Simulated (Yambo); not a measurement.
A G0W0@PBEsol run in Yambo for Ba₂LaTaO₆ (space group C2/m, No. 12) (2×2×2 Γ-centred k mesh, bands 2 to 310 and a 8 Ry block in the screening, 310 bands in G with the Bruneval-Gonze terminator, plasmon pole fitted at 27.2 eV) gives these matrix elements, in eV, at the band edges ((0, -0.5, -0.5) → (-0.5, -0.5, 0)):

```
state               E0    <Vxc>     <Σx>  <Σc(E0)>      Z
---------------  -----  -------  -------  --------  -----
valence edge     0.000  -19.026  -24.029     4.269  0.776
conduction edge  3.656  -13.037   -7.462    -4.410  0.834
```

Question: Solve the linearised quasiparticle equation for both states, give the gap, and say how exchange and correlation each act on it.

Answer: E = E0 + Z(Σx + Σc − Vxc). Valence: 0.000 + 0.776 × (-24.029 + (4.269) − (-19.026)) = -0.57 eV. Conduction: 3.656 + 0.834 × (-7.462 + (-4.410) − (-13.037)) = 4.63 eV. The gap is 5.20 eV, against 3.66 eV in PBEsol. Replacing Vxc by bare exchange alone would open it by 10.58 eV; correlation takes back 8.68 eV of that, and Z scales what is left. Nearest settings tried, and what they do to the gap: 202 bands in W, 202 bands in G: +49 meV; 3 Ry block (117 vectors against 415): +48 meV. Not varied: mesh. So the settings aren't converged at that level. The k mesh is coarse. Among the k points computed, the smallest G0W0 gap is 5.12 eV, (0, -0.5, -0.5) → Γ. Without spin-orbit coupling, band edges of such heavy elements can be off by tenths of an eV. The 4f states are in the valence at their DFT position.

Geometry of the Materials Project entry, not relaxed at this level; primitive cell a = 6.0891 Å, b = 6.0891 Å, c = 6.1706 Å, α = 119.93°, β = 119.93°, γ = 60.05°.

The structure is a Materials Project entry; no match was found in the copy of COD used, and its stability was not checked.
